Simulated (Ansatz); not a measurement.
Fe (bcc (W type)), relaxed and computed with several functionals in Ansatz (plane waves, PAW). Much of their spread follows the volume that each gives.

```csv
functional,V (Å³/atom),K_Hill (GPa)
PBE+D3(BJ),11.03,?
r²SCAN+D4,11.70,175
PBEsol,10.81,226
PBE,11.35,192
```

### Question
Fit a straight line to ln K against ln V and predict the withheld value.

### Answer
Least squares on the 3 shown rows: ln K = -3.24 × ln V + (13.132), with a scatter of 0.3 %. For PBE+D3(BJ) this gives 211. The run itself gave 211, a miss of 0.0 % of that.

Spin orders computed, not proven ground states: Fe, bcc (W type) with PBE+D3(BJ) ferromagnetic; Fe, bcc (W type) with r²SCAN+D4 ferromagnetic; Fe, bcc (W type) with PBEsol ferromagnetic; Fe, bcc (W type) with PBE ferromagnetic. All cells were relaxed under the symmetry of their starts (and spin orders); stability against distortions was not tested throughout.

Potentials: the earlier of the program's two PAW sets. The files were generated under PBE; for other functionals the program regenerates the frozen cores, and for LDA and PBEsol the local potential too.

Ansatz (a first-principles code) is a plane-wave DFT program.
